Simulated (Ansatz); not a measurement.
Na3P in space group P6_3/mmc (No. 194; Na on 2b, Na on 4f, P on 2c), DFT-PBEsol in the program Ansatz with PAW potentials. The conduction-band minimum lies at Γ, with 1 equivalent valley. Second derivatives d²E/dk² of the lowest band at one valley (eV·Å²), along Cartesian directions:

```tsv
direction	d²E/dk²
[100]	103.2
[010]	103.2
[001]	89.23
[110]	103.2
[101]	96.23
[011]	96.23
```

### Question
Find the principal effective masses, the density-of-states mass and the conductivity mass.

### Answer
Off-diagonal terms follow from H_xy = H[110] − (H_xx + H_yy)/2, and m*/mₑ = 7.620 eV·Å² over each eigenvalue: 0.074, 0.074, 0.085. One valley's DOS mass (m₁m₂m₃)^(1/3) = 0.078, conductivity mass 3/(Σ 1/mᵢ) = 0.077 mₑ.

### Question
What effective density of states Nc follows at 300 K for parabolic valleys?

### Answer
Nc = 2.509e19 × 1 × (0.078)^(3/2) ≈ 5.5e17 cm⁻³.

The workflow started from a Materials Project entry (that database holds measured and hypothetical structures alike); the Crystallography Open Database files this formula in space group No. 194, but the cells were not matched. Its standing as an ambient phase is unchecked. The cell was relaxed with PBEsol under the symmetry of its start; its stability against distortions is not shown here.

Potentials: the later of the program's two PAW sets.

Edges and masses are those of Kohn–Sham bands, whose gap is no quasiparticle gap.
